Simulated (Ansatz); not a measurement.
With DFT-LDA in the program Ansatz with PAW potentials, Ga in the α-Ga structure (Cmce) relaxes to a = 4.423 Å, b = 7.493 Å, c = 4.434 Å.

Electronic character: metallic (no gap).

An equation-of-state fit gives a bulk modulus of 659 kbar. The highest mode at Γ lies at 242 cm⁻¹.

The LDA relaxation kept the symmetry of its start; of distortions, only those at the zone centre were tested. As this level gives no gap, phonon frequencies hold no LO–TO term and depend on the k-mesh and smearing (Fermi–Dirac, 0.1 eV here). Axis ratios of metals converge slowly with the k-mesh, so a and c are less sure than the volume. Spin–orbit coupling is left out wherever it is not named.

Potentials: the later of the program's two PAW sets.
